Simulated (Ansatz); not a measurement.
Input and command of a plane-wave DFT calculation in Ansatz:

```yaml
crystal:
  lattice:
    - [1.6448800414, 0.9496719347, 3.406629403]
    - [-1.6448800414, 0.9496719347, 3.406629403]
    - [0.0, -1.8993438694, 3.406629403]
  atoms:
    - { symbol: Mg, position: [0.0, 0.0, 0.0] }
    - { symbol: O, position: [0.428786, 0.428786, 0.428786] }
    - { symbol: O, position: [0.571214, 0.571214, 0.571214] }
basis:
  ecutwfc: 500
kpoints:
  mp_grid: { grid: [12, 12, 12] }
hamiltonian:
  xc: r2scan
scf:
  occupations: { method: gaussian, width: 0.05 }
output:
  forces: true
  stress: true
  eigenvalues: true
```

```bash
ansatz run input.yaml --threads 1 --pin off --max-ram 2560MiB --backend cpu --events-out ev --progress --plain --runs-dir out
```

Processor: AMD EPYC (Zen 3), 1 thread, on a host shared with other jobs.

Q: How long does it run, and how much memory does it take?

A: About 14 s on 1 thread of AMD EPYC (Zen 3) (shared host), peak memory 0.5 GiB. It solves 15 bands at 189 k points (the mesh reduced by the symmetry that the task leaves, which can be less than the crystal's) with about 799 plane waves, in 6 SCF iterations.
